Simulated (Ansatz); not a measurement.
SiGe:
```
CELL_PARAMETERS angstrom
      3.24167     0.00000     0.00000
      0.00000     3.24167     0.00000
      0.00000     0.00000     3.24167
ATOMIC_POSITIONS crystal
  Ge 0.00000 0.00000 0.00000
  Si 0.50000 0.50000 0.50000
```

Relaxed with PBE. Special points in fractions of this cell's reciprocal vectors: Γ (0.000, 0.000, 0.000); X (0.000, 0.500, 0.000); M (0.500, 0.500, 0.000); R (0.500, 0.500, 0.500).

Q: List the band energies nearest the Fermi level at these points for PBE with spin–orbit coupling (plane waves, PAW; program Ansatz).

A: In eV from the Fermi level; about four levels below and three above (degenerate sets whole), none deeper than 8.9 eV; … stands for higher levels left out; points with the same levels are listed once.

| k | below | above |
|---|---|---|
| Γ | -0.28 -0.28 -0.28 -0.28 | 3.63 3.63 3.63 3.63 |
| X | – | 2.86 2.86 3.05 3.05 |
| M | -5.63 -5.63 -5.58 -5.58 | 4.62 4.62 5.19 5.19 |
| R | -1.92 -1.92 -1.92 -1.92 | 19.42 19.42 … |

Space group Pm-3m (CsCl type). The cell is a constructed one: a structure type filled with these elements; neither database checked (COD, Materials Project) lists it. Its standing as an ambient phase is unchecked. The PBE relaxation kept the symmetry of its start. At this level the phase is dynamically unstable (imaginary phonons).

Potentials: the later of the program's two PAW sets.
